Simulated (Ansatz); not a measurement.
Sr:
```
CELL_PARAMETERS angstrom
      4.19105     0.00000     0.00000
     -2.09553     3.62956     0.00000
      0.00000     0.00000     6.88650
ATOMIC_POSITIONS crystal
  Sr 0.33333 0.66667 0.25000
  Sr 0.66667 0.33333 0.75000
```

Relaxed with PBEsol. Special points in fractions of this cell's reciprocal vectors: Γ (0.000, 0.000, 0.000); M (0.500, 0.000, 0.000); K (0.333, 0.333, 0.000); A (0.000, 0.000, 0.500); L (0.500, 0.000, 0.500); H (0.333, 0.333, 0.500).

### Question
List the band energies nearest the Fermi level at these points for PBEsol (plane waves, PAW; program Ansatz).

### Answer
In eV from the Fermi level; about four levels below and three above (degenerate sets whole), none deeper than 8.9 eV; points with the same levels are listed once.

```csv
k,below,above
Γ,-3.76 -1.21,0.08 2.30 2.33 2.33
M,-1.15 -0.54,0.01 0.21 1.32
K,-0.25 -0.25 -0.10,0.30 1.34 1.34
A,-2.79 -2.79,1.25 1.25 2.33 2.33 2.33 2.33
L,-0.87 -0.87,0.27 0.27 1.32 1.32
H,–,0.11 0.11 0.23 0.23
```

Space group P6_3/mmc (hcp (Mg type)). The workflow started from a Materials Project entry (that database holds measured and hypothetical structures alike); the Crystallography Open Database files this formula in space group No. 194, but the cells were not matched. It is not the phase usual at ambient conditions (space group No. 225). The PBEsol relaxation kept the symmetry of its start; of distortions, only those at the zone centre were tested. Scalar-relativistic: spin–orbit coupling is off unless named, which matters more the heavier the elements.

Potentials: the later of the program's two PAW sets.
